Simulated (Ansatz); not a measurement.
**BN (zinc blende), frozen-phonon scan**

BN (zinc blende)

```
CELL_PARAMETERS angstrom
      0.00000     3.60973     3.60973
      1.80487     0.00000     1.80487
      1.80487     1.80487     0.00000
ATOMIC_POSITIONS crystal
  N  0.37500 0.75000 0.75000
  N  0.87500 0.75000 0.75000
  B  0.00000 0.00000 0.00000
  B  0.50000 0.00000 0.00000
```

The atoms are displaced by Q × the pattern below (from a DFPT mode at L = (0.5, 0.0, 0.0), largest move 1; Q in Å), at fixed cell. (q is in reciprocal vectors of the primitive cell; the cell shown is doubled to hold the pattern.)

| atom | x | y | z |
|---|---|---|---|
| N1 | -0.577 | 0.577 | 0.577 |
| N2 | 0.577 | -0.577 | -0.577 |
| B3 | 0.351 | -0.351 | -0.351 |
| B4 | -0.351 | 0.351 | 0.351 |

These are r2SCAN (plane waves to 500 eV, PAW, scalar-relativistic; Ansatz, an electronic-structure program) values and carry that method's errors. k mesh 8×16×16 (Γ-centred), Fermi-Dirac smearing 0.05 eV. Energies are smeared free energies. Stress and pressure are positive under compression. Left out: 2 of 13 points, with atoms too close for the PAW data. BN was relaxed with its symmetry unable to fall. The zero of ΔE is the undisplaced structure.

```
Q (Å)   ΔE (meV/cell)  −dE/dQ from forces (eV/Å)  P (GPa)
------  -------------  -------------------------  -------
-0.233           4373                     46.304     57.0
-0.187           2571                     31.711     34.7
-0.140           1353                     20.985     18.8
-0.093            574                     12.759      8.1
-0.047            139                      6.030      2.0
0.000               0                      0.000      0.0
0.047             139                     -6.030      2.0
0.093             574                    -12.759      8.1
0.140            1353                    -20.985     18.8
0.187            2571                    -31.711     34.7
0.233            4373                    -46.304     57.0
```

What the scan shows:

| Quantity | Result |
|---|---|
| Energy at Q = 0.233 Å | 4373 meV/cell |
| Space group of the distorted cell | R3m (No. 160), lowered from F-43m |
| Symmetry of the curve | even: the same for both signs |
| Shape of the curve | a single well with its minimum at or next to zero displacement |
| Harmonic wavenumber from the curvature (finite differences) | 978 cm⁻¹ |
| Wavenumber by perturbation theory (DFPT, on another k mesh) | 978 cm⁻¹ |

(A displaced cell: forces are minus the slopes of the energy, force constants its curvatures, and phonons follow from these.)
